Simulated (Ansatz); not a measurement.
**InAs (zinc blende), energy against volume**

InAs (zinc blende)

```yaml
crystal:
  lattice:
    - [0.00000, 3.09334, 3.09334]
    - [3.09334, 0.00000, 3.09334]
    - [3.09334, 3.09334, 0.00000]
  atoms:
    - { symbol: As, position: [0.25000, 0.25000, 0.25000] }
    - { symbol: In, position: [0.00000, 0.00000, 0.00000] }
```

E(V) scan at fixed shape, V₀ the volume above. Symmetry pins the atoms to their sites.

Level of theory: PBE (plane waves to 420 eV, PAW, scalar-relativistic; Ansatz, a first-principles code). k mesh 10×10×10 (Γ-centred), Fermi-Dirac smearing 0.05 eV. Energies are smeared free energies. Stress and pressure are positive under compression. At this level the bands of InAs touch or barely overlap; measurements give the solid a gap. InAs was relaxed with its symmetry unable to fall. ΔE is measured from the relaxed starting cell.

```csv
V (Å³/atom),ΔE (meV/atom),P (GPa)
24.864,160,12.8
26.048,82,8.4
27.232,34,4.9
28.416,8,2.2
29.600,0,0.0
30.783,7,-1.7
31.967,25,-3.1
33.151,52,-4.2
34.335,86,-5.0
```

Key numbers:

```yaml
pressure_at_the_smallest_volume: 12.8 GPa
energy_cost_of_the_largest_compression: 160 meV/atom
energy_cost_of_the_largest_expansion: 86 meV/atom
Bulk modulus B₀ (third-order Birch-Murnaghan fit): 48.3 GPa
Pressure derivative B₀′ (fit): 4.8
equilibrium_volume_of_the_fit: 29.60 Å³/atom
Pressure for 5 % compression (fit): 2.8 GPa
```

(Under strain, the slope of the energy per volume gives the stress and its curvature an elastic modulus.)
